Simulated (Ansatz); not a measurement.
Here is the system:

Co3IrC:
```cif
data_CCo3Ir
_chemical_formula_sum 'Co3 Ir1 C1'
_space_group_name_H-M_alt 'P 1'
_space_group_IT_number 1
_cell_length_a 3.73161
_cell_length_b 3.73161
_cell_length_c 3.73161
_cell_angle_alpha 90.000
_cell_angle_beta 90.000
_cell_angle_gamma 90.000
loop_
_space_group_symop_operation_xyz
  'x, y, z'
loop_
_atom_site_label
_atom_site_type_symbol
_atom_site_fract_x
_atom_site_fract_y
_atom_site_fract_z
_atom_site_occupancy
Co1 Co 0.50000 0.50000 0.00000 1
Co2 Co 0.00000 0.50000 0.50000 1
Co3 Co 0.50000 0.00000 0.50000 1
Ir1 Ir 0.00000 0.00000 0.00000 1
C1 C 0.50000 0.50000 0.50000 1
```
The run is spin-polarised; directions of the spins, atom by atom: ↑ ↑ ↑ ↑ 0.

This is the PBEsol-relaxed structure.

Task: All from DFT-PBEsol in the program Ansatz with PAW potentials, unless another level is named. Give the electronic character.

Result: metallic (no gap).

Task: Give the formation energy from the elements (no fitted shifts).

Result: 0.28 eV/atom.

Task: What about the density of states at the Fermi level?

Result: 1.5 states/eV per atom (mean over ±0.08 eV).

Space group Pm-3m (anti-perovskite). The start of the workflow was typed in or built on a structure type; neither database checked (COD, Materials Project) lists it. Its standing as an ambient phase is unchecked. Symmetry was held in the PBEsol relaxation; its stability against distortions is not shown here. The final state is ferromagnetic, chosen from 5 collinear starts compared on coarse meshes (ties went to the first, and starts can fall back to one state), not a proven ground state. Its formation energy is positive at this level, so the cell may be metastable or incomplete. The references are the lowest solids computed at this level, not always the standard phases. Scalar-relativistic: spin–orbit coupling is off unless named, which matters more the heavier the elements.

Potentials: the earlier of the program's two PAW sets. The files were generated under PBE; for other functionals the program regenerates the frozen cores, and for LDA and PBEsol the local potential too.
